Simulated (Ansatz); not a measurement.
## Computed properties of Si

Si:
```xyz
4
Lattice="3.8323 0.0000 0.0000 -1.9161 3.3189 0.0000 0.0000 0.0000 6.3409" Properties=species:S:1:pos:R:3 pbc="T T T"
Si     0.0000     2.2126     0.3998
Si     1.9161     1.1063     5.9410
Si     1.9161     1.1063     3.5703
Si     0.0000     2.2126     2.7706
```

Space group P6_3/mmc (No. 194); conventional cell a = 3.832 Å, b = 3.832 Å, c = 6.341 Å, α = 90.00°, β = 90.00°, γ = 120.00°.

Method: plane-wave PAW r²SCAN (Ansatz code). Geometry: relaxed at this level of theory. Other levels are named where they apply.

**Cell and energy**

```json
{
  "volume_per_atom": "20.16 Å³",
  "density": "2.31 g/cm³"
}
```

**Electronic structure**

```json
{
 "band_gap": "0.61 eV (indirect)",
 "valence_band_maximum": "at Γ",
 "conduction_band_minimum": "at M (3 equivalent valleys)",
 "smallest_direct_gap_on_the_standard_path": "1.36 eV",
 "electron_effective_mass": "0.11, 1.1, 1.1 mₑ (principal values)",
 "Hole effective mass, band 1 of 2 at the edge": "0.54 along x, 0.53 along z (mₑ)",
 "Hole effective mass, band 2 of 2 at the edge": "0.13 along x, 0.53 along z (mₑ)",
 "HSE06 gap on the r²SCAN cell": "0.97 eV"
}
```

**Mechanics**

```json
{
  "Bulk modulus (Birch–Murnaghan fit)": "96.7 GPa",
  "Pressure derivative B′": "4.2",
  "Elastic constants (relaxed ions, GPa)": "C11 = 199, C12 = 53.2, C13 = 35.6, C33 = 226, C44 = 53.5",
  "mechanical_stability": "stable (all eigenvalues of C positive)",
  "hill_bulk_and_shear_moduli": "96.9 and 67.7 GPa",
  "Young's modulus": "165 GPa",
  "Poisson's ratio": "0.22",
  "debye_temperature_from_the_elastic_constants": "655 K"
}
```

**Dielectric response**

```json
{
 "Electronic dielectric constant ε∞ (DFPT)": "11.4 (xx = yy), 12.4 (zz)"
}
```

**Phonons**

```json
{
  "highest_zone_centre_frequency": "514 cm^-1",
  "zone_centre_stability": "no imaginary mode at Γ",
  "dynamical_stability_on_the_path": "stable (no imaginary branch)",
  "zero_point_energy": "62.4 meV/atom",
  "Vibrational entropy at 300 K": "18.9 J/(K·mol of atoms)"
}
```

The first step of the workflow began from a Materials Project structure, measured or hypothetical; the Crystallography Open Database copy checked does not list it. It is not the phase usual at ambient conditions (space group No. 227). The cell was relaxed with r²SCAN under the symmetry of its start.

Potentials: the earlier of the program's two PAW sets.
